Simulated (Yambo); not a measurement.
Optical response of KF at -0.7 % isotropic strain

```
CELL_PARAMETERS angstrom
      0.00000     2.63236     2.63236
      2.63236     0.00000     2.63236
      2.63236     2.63236     0.00000
ATOMIC_POSITIONS crystal
  F  0.50000 0.50000 0.50000
  K  0.00000 0.00000 0.00000
```

Yambo, RPA with local fields on PBEsol bands shifted by a G0W0 scissor of 3.85 eV; 16×16×16 mesh, 27 bands, 4 Ry local-field block, 0.2 eV broadening; field along x.

```
E (eV)  Im ε  Re ε  Im ε, independent particles
------  ----  ----  ---------------------------
0.0     0.00  1.75                         0.00
0.6     0.00  1.75                         0.00
1.2     0.00  1.76                         0.00
1.9     0.00  1.76                         0.00
2.5     0.00  1.77                         0.00
3.1     0.00  1.78                         0.00
3.8     0.00  1.79                         0.00
4.4     0.00  1.80                         0.01
5.0     0.01  1.82                         0.01
5.6     0.01  1.84                         0.01
6.2     0.01  1.86                         0.01
6.9     0.01  1.89                         0.01
7.5     0.01  1.93                         0.02
8.1     0.02  1.98                         0.02
8.8     0.02  2.04                         0.03
9.4     0.04  2.14                         0.04
10.0    0.09  2.30                         0.10
10.6    0.32  2.38                         0.34
11.2    0.44  2.38                         0.47
11.9    0.57  2.43                         0.63
12.5    0.86  2.42                         0.97
13.1    1.08  2.30                         1.22
13.8    1.32  2.09                         1.47
14.4    1.49  1.59                         1.57
15.0    0.79  1.39                         0.83
15.6    1.15  1.78                         1.32
16.2    1.05  1.23                         1.07
16.9    0.93  1.38                         1.03
17.5    1.05  1.30                         1.18
18.1    0.77  1.02                         0.84
18.8    0.42  1.31                         0.46
19.4    0.73  1.39                         0.75
20.0    0.81  1.40                         0.84
```

Peak heights and small wiggles depend on the k mesh. Convergence of the RPA response with its 16×16×16 mesh was not tested. The scissor comes from a G0W0 run whose convergence isn't established. No excitonic effects at this level.

Geometry strained from the cell relaxed with PBEsol, atoms relaxed again.
